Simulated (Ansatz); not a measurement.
## One structure type, several compounds

The calculation used DFT, LDA, all-electron LAPW, scalar-relativistic (Ansatz 0.2.0).

All compounds have space group R-3m with 2 atoms in the primitive cell. V0, B0 and B0′ come from third-order Birch–Murnaghan fits to pressures at five volumes, with shape and internal coordinates held; prototypes and MP cells needn't be known phases. No run is spin-polarised.

Spin–orbit coupling is left out, though it moves levels of the heavy atoms by tenths of an eV or more.

Bi: Bi 6c (0.000 0.000 0.234); shape as in a = 4.55 Å, b = 4.55 Å, c = 11.86 Å, α = 90.00°, β = 90.00°, γ = 120.00°; COD 9009658, measured; 11×11×11 mesh, smearing 0.03 eV; no spin
Sb: Sb 6c (0.000 0.000 0.234); shape as in a = 4.30 Å, b = 4.30 Å, c = 11.23 Å, α = 90.00°, β = 90.00°, γ = 120.00°; COD 9009654, measured; 12×12×12 mesh, smearing 0.03 eV; no spin
As: As 6c (0.333 0.667 0.894); shape as in a = 3.76 Å, b = 3.76 Å, c = 10.46 Å, α = 90.00°, β = 90.00°, γ = 120.00°; COD 9009651, measured; 13×13×13 mesh, smearing 0.05 eV; no spin

**Question.** Order the compounds by bulk modulus, lowest first.
A. Bi
B. As
C. Sb

**Answer.** A (53 GPa), C (61 GPa), B (82 GPa).
